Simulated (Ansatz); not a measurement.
SiGe in space group P6_3mc (No. 186; Ge on 2a, Ge on 2b, Si on 2a, Si on 2b) under volume change, HSE06 in the plane-wave PAW code Ansatz, shape and atoms relaxed at each volume.

| V (Å³/atom) | E − E(relaxed) (meV/atom) | P (GPa) |
|---|---|---|
| 19.441 | 54.6 | 9.89 |
| 20.082 | 22.9 | 6.06 |
| 20.723 | 5.4 | 2.79 |
| 21.364 | 0.0 | 0.00 |
| 22.005 | 4.9 | -2.37 |
| 22.646 | 18.5 | -4.38 |
| 23.287 | 39.5 | -6.08 |

Problem. What does a third-order Birch–Murnaghan fit give for V₀, B₀ and B′?

Solution. V₀ = 21.36 Å³/atom, B₀ = 85.3 GPa, B′ = 4.4.

The cell is a constructed one: a structure type filled with these elements; the Crystallography Open Database copy checked does not list it. Its standing as an ambient phase is unchecked. Symmetry was held in the HSE06 relaxation; its stability against distortions is not shown here.

Potentials: the later of the program's two PAW sets.
